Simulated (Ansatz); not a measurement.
Input, command and steps of an Ansatz relaxation.

```yaml
crystal:
  lattice:
    - [-1.9093087991, 1.9093087991, 3.1314627605]
    - [1.9093087991, -1.9093087991, 3.1314627605]
    - [1.9093087991, 1.9093087991, -3.1314627605]
  atoms:
    - { symbol: Zn, position: [0.593, 0.593, 0.0] }
    - { symbol: Zn, position: [0.407, 0.407, 0.0] }
    - { symbol: Pt, position: [0.0, 0.0, 0.0] }
basis:
  ecutwfc: 420
kpoints:
  mp_grid: { grid: [6, 6, 6] }
hamiltonian:
  xc: pbe
scf:
  occupations: { method: gaussian, width: 0.1 }
  lower_state_search: "off"
output:
  forces: true
  stress: true
  eigenvalues: true
relax:
  adjacent_minimum: "off"
  f_tol: 0.04
  max_steps: 70
  cell: { stress_tol: 0.4 }
```

```bash
ansatz run input.yaml --threads 1 --pin off --max-ram 2560MiB --backend cpu --events-out ev --progress --plain --runs-dir out
```

Theory: DFT PBE, scalar-relativistic, plane waves, PAW in Ansatz.

Of 17 frames 10 are shown, positions in Å and forces in eV/Å; the SCF threshold varies from step to step. Steps run on the plane waves of an earlier cell, with a Pulay correction in the pressure. The basis is chosen afresh for the last frame, the zero of the energies, and at times for earlier ones too; energy and pressure step there, also at an unchanged geometry. Here that happened at step 10 (-31 meV/atom, -1.6 GPa); the frames before carry an error of that size. The mark taken_back stands on steps that the optimiser undid.

```xyz
3
Lattice="-1.9093 1.9093 3.1315 1.9093 -1.9093 3.1315 1.9093 1.9093 -3.1315" Properties=species:S:1:pos:R:3:forces:R:3 pbc="T T T" step=1 free_energy_over_end_meV_per_atom=10796.11 pressure_GPa=116.21
Zn    0.0000    0.0000    3.7139    0.0000    0.0000   87.0673
Zn    0.0000    0.0000    2.5490    0.0000    0.0000  -87.0673
Pt    0.0000    0.0000    0.0000    0.0000    0.0000    0.0000
3
Lattice="-1.8554 1.8554 3.4386 1.8554 -1.8554 3.4386 1.8554 1.8554 -3.4386" Properties=species:S:1:pos:R:3:forces:R:3 pbc="T T T" step=3 free_energy_over_end_meV_per_atom=980.05 pressure_GPa=23.71
Zn    0.0000    0.0000    4.3472    0.0000    0.0000   11.3644
Zn    0.0000    0.0000    2.5300    0.0000    0.0000  -11.3644
Pt    0.0000    0.0000    0.0000    0.0000    0.0000    0.0000
3
Lattice="-1.7567 1.7567 3.7349 1.7567 -1.7567 3.7349 1.7567 1.7567 -3.7349" Properties=species:S:1:pos:R:3:forces:R:3 pbc="T T T" step=5 free_energy_over_end_meV_per_atom=196.48 pressure_GPa=6.68
Zn    0.0000    0.0000    4.8157    0.0000    0.0000    2.7855
Zn    0.0000    0.0000    2.6541    0.0000    0.0000   -2.7855
Pt    0.0000    0.0000    0.0000    0.0000    0.0000    0.0000
3
Lattice="-1.7211 1.7211 3.8386 1.7211 -1.7211 3.8386 1.7211 1.7211 -3.8386" Properties=species:S:1:pos:R:3:forces:R:3 pbc="T T T" step=6 free_energy_over_end_meV_per_atom=87.05 pressure_GPa=3.46
Zn    0.0000    0.0000    5.0019    0.0000    0.0000    1.3130
Zn    0.0000    0.0000    2.6753    0.0000    0.0000   -1.3130
Pt    0.0000    0.0000    0.0000    0.0000    0.0000    0.0000
3
Lattice="-1.7009 1.7009 3.9192 1.7009 -1.7009 3.9192 1.7009 1.7009 -3.9192" Properties=species:S:1:pos:R:3:forces:R:3 pbc="T T T" step=8 free_energy_over_end_meV_per_atom=46.60 pressure_GPa=0.19
Zn    0.0000    0.0000    5.1880    0.0000    0.0000    0.1055
Zn    0.0000    0.0000    2.6504    0.0000    0.0000   -0.1055
Pt    0.0000    0.0000    0.0000    0.0000    0.0000    0.0000
3
Lattice="-1.7070 1.7070 3.8999 1.7070 -1.7070 3.8999 1.7070 1.7070 -3.8999" Properties=species:S:1:pos:R:3:forces:R:3 pbc="T T T" step=10 free_energy_over_end_meV_per_atom=15.77 pressure_GPa=-1.23
Zn    0.0000    0.0000    5.1709    0.0000    0.0000    0.0391
Zn    0.0000    0.0000    2.6288    0.0000    0.0000   -0.0391
Pt    0.0000    0.0000    0.0000    0.0000    0.0000    0.0000
3
Lattice="-1.6626 1.6626 4.0112 1.6626 -1.6626 4.0112 1.6626 1.6626 -4.0112" Properties=species:S:1:pos:R:3:forces:R:3 pbc="T T T" step=12 free_energy_over_end_meV_per_atom=0.77 pressure_GPa=0.56
Zn    0.0000    0.0000    5.3284    0.0000    0.0000   -0.0223
Zn    0.0000    0.0000    2.6940    0.0000    0.0000    0.0223
Pt    0.0000    0.0000    0.0000    0.0000    0.0000    0.0000
3
Lattice="-1.6556 1.6556 4.0515 1.6556 -1.6556 4.0515 1.6556 1.6556 -4.0515" Properties=species:S:1:pos:R:3:forces:R:3 pbc="T T T" step=13 free_energy_over_end_meV_per_atom=0.09 pressure_GPa=0.17
Zn    0.0000    0.0000    5.3794    0.0000    0.0000    0.0192
Zn    0.0000    0.0000    2.7237    0.0000    0.0000   -0.0192
Pt    0.0000    0.0000    0.0000    0.0000    0.0000    0.0000
3
Lattice="-1.6399 1.6399 4.1219 1.6399 -1.6399 4.1219 1.6399 1.6399 -4.1219" Properties=species:S:1:pos:R:3:forces:R:3 pbc="T T T" step=15 free_energy_over_end_meV_per_atom=-0.06 pressure_GPa=-0.07 taken_back
Zn    0.0000    0.0000    5.4788    0.0000    0.0000   -0.0143
Zn    0.0000    0.0000    2.7650    0.0000    0.0000    0.0143
Pt    0.0000    0.0000    0.0000    0.0000    0.0000    0.0000
3
Lattice="-1.6470 1.6470 4.0910 1.6470 -1.6470 4.0910 1.6470 1.6470 -4.0910" Properties=species:S:1:pos:R:3:forces:R:3 pbc="T T T" step=17 free_energy_over_end_meV_per_atom=0.00 pressure_GPa=-0.01
Zn    0.0000    0.0000    5.4355    0.0000    0.0000    0.0035
Zn    0.0000    0.0000    2.7466    0.0000    0.0000   -0.0035
Pt    0.0000    0.0000    0.0000    0.0000    0.0000    0.0000
```

The start puts this composition into another compound's structure type, which needn't suit it. At the end the space group is I4/mmm (tolerance 0.05 Å).

The run took 49 s on 1 thread of Arm Neoverse V1, on a shared host, peak memory 0.36 GiB.

The k mesh is coarse. Spin–orbit coupling is left out, which can shift energies with elements as heavy as these.